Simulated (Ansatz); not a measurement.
## YbBi (WC-type structure)

Computed with Ansatz (plane waves, PAW, 420 eV cutoff): PBE+U (U_eff = 6 eV on Yb 4f), scalar-relativistic, collinear spin, 8×8×8 k-mesh, Gaussian smearing of 0.05 eV. The datasets are Ansatz's generated set soft_2.

```
Yb Bi
1.0
     4.07634    0.00000    0.00000
    -2.03817    3.53021    0.00000
     0.00000    0.00000    4.66251
Yb Bi
1 1
Direct
  0.00000 0.00000 0.00000
  0.66667 0.33333 0.50000
```

The cell came from substitution into a structure type; no database entry of this phase was matched, which doesn't show that none exists.

Magnetic state: non-magnetic, site spin moments none.

Q: Which orbitals carry the states at the Fermi level, and how many states are there?

A: Within 0.1 eV of it: Bi 6p 70 %, Yb 5d 26 % (shares among the projected shells; no valence p shell of Yb is among them). The density of states at the Fermi level is about 1.2 states/eV per cell, averaged over 0.3 eV.

Density of states (tetrahedra, averaged over 0.5 eV; states/eV per cell of 2 atoms; energy in eV from the Fermi level; projections on Löwdin-orthogonalised atomic orbitals, summed over sites):

```tsv
E	total	Yb 4f up	Yb 4f down	Bi 6p	Yb 5d up	Yb 5d down
-4.60	0.0	0.0	0.0	0.0	0.0	0.0
-4.10	0.2	0.0	0.0	0.1	0.0	0.0
-3.60	0.7	0.0	0.0	0.4	0.1	0.1
-3.10	1.9	0.0	0.0	1.1	0.2	0.2
-2.60	1.4	0.1	0.1	0.8	0.1	0.1
-2.10	27.5	13.0	13.0	1.0	0.2	0.2
-1.60	2.5	0.6	0.6	0.9	0.1	0.1
-1.10	1.9	0.1	0.1	1.1	0.2	0.2
-0.60	1.0	0.0	0.0	0.7	0.1	0.1
-0.10	1.2	0.0	0.0	0.8	0.2	0.2
0.40	1.2	0.0	0.0	0.7	0.2	0.2
0.90	1.7	0.0	0.0	0.5	0.4	0.4
1.40	1.7	0.0	0.0	0.2	0.6	0.6
1.90	0.8	0.0	0.0	0.1	0.3	0.3
2.40	0.2	0.0	0.0	0.0	0.1	0.1
2.90	1.3	0.0	0.0	0.1	0.4	0.4
3.40	2.5	0.0	0.0	0.2	0.8	0.8
3.90	2.5	0.0	0.0	0.2	0.9	0.9
4.40	3.0	0.0	0.0	0.3	1.0	1.0
4.90	2.4	0.0	0.0	0.3	0.7	0.7
```

The calculation's cell holds 39 valence electrons, an odd number. Without magnetic order each band takes two, so one stays part-filled and the crystal must be a metal. (Only strong correlation, outside this picture, could make a Mott insulator of it.)

No spin–orbit coupling, a notable omission for heavy elements. The run wasn't fully tested for a lower electronic state. The run holds 1.0 f electrons more on Yb than the trivalent ion has, so it is divalent here. In such compounds it is trivalent as a rule, so this state is likely an artefact, and the extra f charge swells the ion.
